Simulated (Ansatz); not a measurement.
Input:

RuW:
```
RuW
1.0
    1.40909    -4.93007     0.00000
    1.40909     4.93007     0.00000
    0.00000     0.00000     4.40313
W Ru
2 2
Direct
  0.65981   0.34019   0.25000
  0.34019   0.65981   0.75000
  0.91439   0.08561   0.25000
  0.08561   0.91439   0.75000
```

This is the PBE-relaxed structure.

All from the program Ansatz at the PBE level (PAW), unless another level is named. Give the density of states at the Fermi level.

0.95 states/eV per atom (mean over ±0.08 eV).

And the formation energy from the elements (no fitted shifts)?

0.18 eV/atom.

Space group Cmcm. The start of the workflow was typed in or built on a structure type; neither database checked (COD, Materials Project) lists it. Its standing as an ambient phase is unchecked. The PBE relaxation kept the symmetry of its start; its stability against distortions is not shown here. The run is not spin-polarised. Its formation energy is positive at this level, so the cell may be metastable or incomplete. The references are the lowest solids computed at this level, not always the standard phases. Scalar-relativistic: spin–orbit coupling is off unless named, which matters more the heavier the elements.

Potentials: the earlier of the program's two PAW sets.
